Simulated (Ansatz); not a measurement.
## Cr: energy along a strain

Cr, Im-3m, a = 2.884 Å (as given, not relaxed at this level: -17.7 GPa). Ansatz: PBEsol, PAW, 420 eV, Γ-centred 24×24×24 mesh on 1 atom, Gaussian smearing 0.15 eV; no spin polarisation. Cell vectors (Å): -1.442 1.442 1.442; 1.442 -1.442 1.442; 1.442 1.442 -1.442. The cell is strained by x per cent times the pattern (1 0 0 0 0 0) in the order xx yy zz yz xz xy (engineering shears), with fractional coordinates held. y is the free energy over the start, V0 = 11.993 Å³/atom. Points with a strain past 8.5 % were computed too (3) and aren't used here.

```tsv
x (%)	y (meV/atom)
-7.50	5.93
-5.00	-21.82
-2.50	?
0.00	0.00
2.50	42.33
5.00	100.90
7.50	172.54
```

Problem. Fit y = c1 x + c2 x² + c3 x³ to the other rows, get the stiffness along the pattern, and predict the missing energy.

Solution. Least squares on the rows shown. y = 13.203 x + 1.5856 x² − 0.037254 x³. The clamped-ion stiffness p·C·p = 2 × 15.86 eV × 160.2 / 11.993 Å³ = 424 GPa, which is C11 in these axes (second derivative at the start, which stands under stress). At x = -2.50 the fit asked for gives -22.52 meV/atom. The run gave -22.61 meV/atom, so the fit is 0.09 meV/atom too high, within twice the rms miss on the fitted rows (0.07 meV/atom).

Cost: 10 runs of about 1.4 core-minutes in all, on Arm Neoverse V1 (shared hosts).